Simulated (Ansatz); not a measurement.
Computed with DFT PBE, scalar-relativistic, plane waves, PAW in Ansatz 0.2.0. Settings: cutoff 420 eV, Γ-centred meshes spaced at most about 0.3 Å⁻¹, and about 0.25 Å⁻¹ or finer for metals (2π included), Gaussian smearing. No spin polarisation in the final relaxations.

These are static total energies at zero pressure.

Two relaxed structures of Sn2GeSe3:

A.

```
Sn Ge Se
1.0
    -2.90471    2.90471    5.26342
     2.90471   -2.90471    5.26342
     2.90471    2.90471   -5.26342
Sn Ge Se
2 1 3
Direct
  0.50000 0.00000 0.50000
  0.00000 0.50000 0.50000
  0.00000 0.00000 0.00000
  0.76632 0.76632 0.00000
  0.23368 0.23368 0.00000
  0.50000 0.50000 0.00000
```

B.

```
Sn Ge Se
1.0
     3.74898    2.16447    3.52415
    -3.74898    2.16447    3.52415
     0.00000   -4.32895    3.52415
Sn Ge Se
2 1 3
Direct
  0.66811 0.66811 0.66811
  0.33189 0.33189 0.33189
  0.00000 0.00000 0.00000
  0.00000 0.50000 0.00000
  0.50000 0.00000 0.00000
  0.00000 0.00000 0.50000
```

**Question.** Which is lower in energy, and by how much?

**Answer.** B is lower, by 0.38 eV/atom. A has space group I4/mmm (No. 139), 29.6 Å³/atom and no gap on its mesh; B has space group R-3m (No. 166), 28.6 Å³/atom and no gap. Counting Ge or Se atoms around Sn (for each partner element, those within 1.25 times its shortest distance or 1.15 times the sum of covalent radii, where it is the nearest in units of that sum or under 1.3), A has Sn 4 and B has Sn 3. The denser one is the lower, and pressure would at first widen the difference. Both come from invented guesses. A third cell relaxed alike, in P-3m1, lies 174 meV/atom below the lower of the two.

Cells relaxed within their symmetry can be saddle points.
